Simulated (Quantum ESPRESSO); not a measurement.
# Cu2Ti2AlWIn2: one composition in several site orders

Simulated, not a measurement. The program is pw.x of Quantum ESPRESSO 7.5 (plane-wave density functional theory). The cell is made up: eight metal atoms on a face-centred cubic lattice, with elements, volume, strain and displacements drawn at random and not relaxed, so it may be unstable or far from any real phase. PseudoDojo standard norm-conserving files set the functional (PBE unless stated); there is no spin polarisation or spin-orbit coupling, the Fermi-Dirac width of 0.25 eV means electrons at about 2900 K, and the masses in the input are unused placeholders. The copper pseudopotential is less sure than most, with forces differing by about three percent and pressure by about two GPa from a second method on plain copper. Heavy elements are run without spin-orbit coupling, which real alloys of them have. A spin test at this wide smearing found no moment, but such smearing suppresses magnetism that the real alloy may have.

The runs put one composition on the sites in different orders. Cell, positions, cutoff, mesh and smearing stay as in the input of run 1; sites are counted in its order. Stress in the tables is positive in tension.

Input of run 1:

```
&control calculation='scf', pseudo_dir='./dojo.nc.sr.pbe.v0_5.standard.upf', outdir='./o', disk_io='minimal', tprnfor=.true., tstress=.true. /
&system ibrav=0, nat=8, ntyp=5, nbnd=65, ecutwfc=92.02030273, nosym=.true., tot_charge=0,
 occupations='smearing', smearing='fd', degauss=0.0183746611
/
&electrons conv_thr=1.470e-08, electron_maxstep=70, mixing_beta=0.5 /
ATOMIC_SPECIES
Al 1.0 Al.upf
Cu 1.0 Cu.upf
In 1.0 In.upf
Ti 1.0 Ti.upf
W 1.0 W.upf
CELL_PARAMETERS angstrom
2.0232 4.0464 2.0232
2.0232 -4.0464 2.0232
2.0232 0.0 -6.0695
ATOMIC_POSITIONS angstrom
Cu -0.0914 0.05 0.0466
Ti 2.1038 -1.9657 -0.126
Al 2.0793 0.128 -1.9983
W 4.0693 -2.1336 -1.8982
In 2.1394 0.0181 1.9145
In 2.1613 2.0185 -0.2327
Cu 4.0766 -0.0322 -0.124
Ti 4.0644 1.9039 -2.2071
K_POINTS automatic
5 5 4 1 1 1
```

```
run  elements on sites 1 to 8  free energy less that of run 1 (eV)  -TS (eV)  pressure (GPa)  stress xx (GPa)  stress yy (GPa)  stress zz (GPa)  stress yz (GPa)  stress xz (GPa)  stress xy (GPa)  iterations
  1    Cu Ti Al W In In Cu Ti                                0.000    -1.225            3.53            -1.63            -5.26            -3.69            -2.32             0.33             0.23          19
  2    Ti Cu In Cu In Al W Ti                                0.620    -1.366            5.20            -5.26            -5.05            -5.28            -2.54            -0.23            -1.95          20
  3    Al In Ti Ti In Cu Cu W                                0.587    -1.393            5.79            -5.54            -5.42            -6.42            -1.76             1.05             1.03          19
  4    Ti W Cu Cu In In Ti Al                                0.276    -1.403            4.63            -3.80            -4.81            -5.27            -0.82            -0.39             1.50          18
  5    In Cu W Cu Al Ti Ti In                                0.918    -1.323            6.31            -7.62            -5.94            -5.36             3.27            -0.38             1.41          18
  6    In Cu W Ti Ti Al Cu In                                0.867    -1.431            5.29            -5.10            -7.09            -3.69            -0.99            -2.73            -0.10          20
```

Forces Fx Fy Fz (eV/Å):

| site | run 1 | run 2 | run 3 | run 4 | run 5 | run 6 |
| --- | --- | --- | --- | --- | --- | --- |
| 1 | 0.29 -0.23 -0.11 | 0.07 -0.37 0.16 | 0.13 -0.46 0.19 | 1.23 -0.44 -0.70 | 2.34 -0.59 -1.46 | 1.79 -0.60 -0.98 |
| 2 | 0.02 -0.27 -0.50 | -0.24 -0.11 0.05 | -0.49 -0.08 0.10 | -0.57 -0.10 -0.04 | 0.08 -0.09 -0.31 | 0.07 -0.04 -0.15 |
| 3 | -0.27 -1.90 -0.73 | -1.45 -1.98 -1.05 | 0.29 -1.14 -0.64 | -0.24 -0.73 -0.53 | -0.92 -1.92 -0.33 | -1.22 -2.27 -0.95 |
| 4 | -0.35 0.92 -1.11 | -0.36 0.37 -0.88 | 0.35 0.90 -1.58 | -0.17 0.16 -0.29 | -0.42 0.38 -0.77 | -1.35 0.58 -0.80 |
| 5 | -0.41 -0.89 0.15 | -0.23 -0.63 -0.50 | -0.39 -1.07 -0.09 | -1.22 -0.48 0.49 | -0.15 -0.46 -0.63 | -0.19 -0.78 -0.74 |
| 6 | -0.39 0.74 1.64 | -0.08 0.77 1.23 | 0.02 0.30 0.39 | 0.03 0.38 1.16 | -0.63 0.41 1.44 | -0.05 0.69 0.94 |
| 7 | 0.50 0.22 -0.27 | 1.43 0.27 -0.02 | 0.58 0.13 -0.02 | 0.51 0.29 -0.04 | -1.01 0.05 1.43 | -0.40 0.13 1.03 |
| 8 | 0.62 1.41 0.93 | 0.86 1.66 1.00 | -0.49 1.42 1.65 | 0.42 0.91 -0.06 | 0.72 2.23 0.63 | 1.35 2.28 1.65 |

The sites are displaced and not relaxed, so the energy differences mix bonding between neighbours with strain and are not ordering energies. A rerun of one cell of this series at a higher cutoff and on a denser mesh moved values by no more than 0.002 eV in energy, 0.03 GPa in stress and 0.005 eV/Å in force, and a second program with other atomic files agreed on that cell to 2 % rms in force and 0.5 GPa in pressure.